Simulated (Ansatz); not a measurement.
**LiSi₂P₃: start and end of a relaxation**

Recipe of this trial structure of LiSi₂P₃: close-packed anion layers stacked ABC, with sites between them filled layer by layer (P-3m1, No. 164) (elements of the layers in order: P P P). Its size is a rough estimate.

start.xyz

```xyz
6
Lattice="3.3963 0.0000 0.0000 -1.6982 2.9413 0.0000 0.0000 0.0000 8.3414" Properties=species:S:1:pos:R:3 pbc="T T T"
Li    0.0000    0.0000    4.1707
Si    0.0000    1.9609    7.1574
Si    1.6982    0.9804    1.1841
P     1.6982    0.9804    5.9733
P     0.0000    0.0000    0.0000
P     0.0000    1.9609    2.3681
```

Computed with DFT PBE, scalar-relativistic, plane waves, PAW (Ansatz). Cutoff 420 eV, Gaussian smearing, Γ-centred meshes. Cell and atoms relax first on a coarse mesh and then on a finer one. In between, the cell is made exact in the group found at 0.06 Å. In metals the finer mesh still leaves noise of several meV/atom or more. The steps can't lower the symmetry of their start. No spin polarisation.

end.xyz

```xyz
6
Lattice="3.4510 0.0000 0.0000 -1.7255 2.9886 0.0000 0.0000 0.0000 9.3617" Properties=species:S:1:pos:R:3 pbc="T T T"
Li    0.0000    0.0000    4.6808
Si    0.0000    1.9924    7.7751
Si    1.7255    0.9962    1.5865
P     1.7255    0.9962    6.5719
P     0.0000    0.0000    0.0000
P     0.0000    1.9924    2.7898
```

The symmetry stays P-3m1 (No. 164). The volume per atom grows by 15.9 %, from 13.9 to 16.1 Å³. The shortest distance goes from 2.29 Å (Si–P) to 2.33 Å (Si–P). The ratio c/a of the conventional cell changes by a factor of 1.10. The energy falls by about 0.26 eV/atom (the start's value is from the coarse mesh).

| Item | Value |
| --- | --- |
| Volume per atom | 16.09 Å³ |
| Density | 2.68 g/cm³ |
| Formation energy | −0.18 eV/atom |
| Gap on the 12×12×4 mesh of the 6-atom cell | 0 eV (a metal) |

Energies over the elements count from the elements' standard structures at the same level, with no fitted energy shifts. The references include black phosphorus. It lies below the elements, which doesn't yet make it stable against other compounds or structures.

The last run used Gaussian smearing of 0.10 eV. The reference form of P is held partly by dispersion forces, which this level lacks. A structure relaxed within its symmetry needn't be a true minimum. In all, the 3 runs took 69 s on 1 thread of Arm Neoverse V1, with other jobs on the host.
